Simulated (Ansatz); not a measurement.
SnO (litharge type, space group P4/nmm)

```
CELL_PARAMETERS angstrom
      3.77006     0.00000     0.00000
      0.00000     3.77006     0.00000
      0.00000     0.00000     4.55986
ATOMIC_POSITIONS crystal
  Sn 0.50000 0.00000 0.25348
  Sn 0.00000 0.50000 0.74652
  O  0.00000 0.00000 0.00000
  O  0.50000 0.50000 0.00000
```

In this cell atom 3 (O, nearest neighbour Sn at 2.211 Å; its periodic images, 3.8 Å or more away, move with it) is moved by s along Cartesian [110], unit vector (0.707, 0.707, 0.000); all other atoms and the cell stay fixed.

Calculation: PBEsol-D3(BJ) (plane waves to 420 eV, PAW, scalar-relativistic; Ansatz, a program for electronic structure). k mesh 10×10×8 (Γ-centred), Fermi-Dirac smearing 0.05 eV. Energies are smeared free energies. With partly filled bands, energies and forces of such displacements shift with the k mesh and the smearing. SnO was relaxed with its symmetry unable to fall. ΔE is measured from the undisplaced structure.

The scan covers s from -0.440 to 0.440 Å in 11 points.

Is the energy the same for equal positive and negative displacements?

Even: the same for both signs. With its periodic images moving along, the atom's site symmetry in this cell is -4m2.

What force acts on the atom along the line at s = -0.440 Å?

4.52 eV/Å.

What is the force constant k = d²E/ds² of this move at s = 0?

8.70 eV/Å².

(For displaced atoms, the force is minus the slope of the energy, and its curvature is a force constant, which sets phonon frequencies.)
